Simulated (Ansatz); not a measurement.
An Ansatz (a quantum-chemistry and plane-wave program) input:

Ansatz 0.2 input:
```yaml
crystal:
  lattice:
    - [-1.5647256454, 1.5647256454, 1.5647256454]
    - [1.5647256454, -1.5647256454, 1.5647256454]
    - [1.5647256454, 1.5647256454, -1.5647256454]
  atoms:
    - { symbol: Mo, position: [0.0, 0.0, 0.0] }
kpoints:
  mp_grid: { grid: [13, 13, 13] }
  band_path:
    path:
      - [[0.0, 0.0, 0.0], [0.5, -0.5, 0.5], [0.0, 0.0, 0.5], [0.0, 0.0, 0.0], [0.25, 0.25, 0.25], [0.5, -0.5, 0.5]]  # Γ-H-N-Γ-P-H
      - [[0.25, 0.25, 0.25], [0.0, 0.0, 0.5]]  # P-N
    npoints: 12
basis: { xc_grid: 2 }
hamiltonian:
  xc: pbesol
  pseudopotentials: { azcp: { folder: ./paw }, kind: paw_fr }
magnetization: { noncollinear: true, spin_orbit: true }
scf:
  n_extra_bands: 12
  convergence: { dr2_threshold: 0.0000000001 }
  occupations: { method: gaussian, width: 0.05 }
output: { eigenvalues: true }
```

### Question
How many symmetry operations and irreducible k-points will the run report?

### Answer
48 operations, 84 of 2197 k-points.

### Question
With a cutoff of 420 eV, how many plane waves at Γ?

### Answer
321.

It took roughly 12 core-seconds on shared server cores.

Space group Im-3m (bcc (W type)). The PBEsol relaxation kept the symmetry of its start. No spin polarisation was allowed.

Potentials: the earlier of the program's two PAW sets.

Ansatz is a plane-wave DFT program.
